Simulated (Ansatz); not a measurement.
CsCaH3:
```xyz
5
Lattice="4.6031 0.0000 0.0000 0.0000 4.6031 0.0000 0.0000 0.0000 4.6031" Properties=species:S:1:pos:R:3 pbc="T T T"
Cs     0.0000     0.0000     0.0000
Ca     2.3016     2.3016     2.3016
H      2.3016     0.0000     2.3016
H      0.0000     2.3016     2.3016
H      2.3016     2.3016     0.0000
```

Relaxed with r²SCAN.

Question: Give the Bader charges and basin volumes of the independent atoms, r²SCAN in the plane-wave PAW code Ansatz.

Answer: 

```
atom  Bader charge (e)  Bader volume (Å³)
----  ----------------  -----------------
Cs1              +0.75               36.5
Ca2              +1.52               14.7
H3               -0.76               15.5
```

Space group Pm-3m (cubic perovskite). The workflow started from a Materials Project entry (that database holds measured and hypothetical structures alike); the Crystallography Open Database copy checked does not list it. Whether it is the stable phase at ambient conditions was not checked. The r²SCAN relaxation kept the symmetry of its start; whether a distortion lowers the energy is not shown. Spin–orbit coupling is left out wherever it is not named.

Potentials: the later of the program's two PAW sets.
